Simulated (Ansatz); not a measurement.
Task: Each is relaxed and computed with plane-wave PAW r²SCAN (Ansatz code). Which is the only metal?
A. Nb2GaC, P6_3/mmc (Nb on 4f, Ga on 2d, C on 2a)
B. SiC, wurtzite
C. CaC2, C2/c (Ca on 4e, C on 8f)
D. Cs2LiIrC6N6, Fm-3m (Pearson symbol cF64)

Result: A, Nb2GaC, P6_3/mmc (Nb on 4f, Ga on 2d, C on 2a). Nb2GaC: metal; Cs2LiIrC6N6: gap 5.92 eV (indirect); CaC2: gap 2.31 eV (indirect); SiC: gap 2.65 eV (indirect). Standing as an ambient phase not checked: Nb2GaC, P6_3/mmc (Nb on 4f, Ga on 2d, C on 2a); Cs2LiIrC6N6, Fm-3m (Pearson symbol cF64); CaC2, C2/c (Ca on 4e, C on 8f). All cells were relaxed under the symmetry of their starts (and spin orders); stability against distortions was not tested throughout. Rows with no word on spin ran without spin polarisation. Spin–orbit coupling is left out wherever it is not named.

Potentials: the later of the program's two PAW sets.
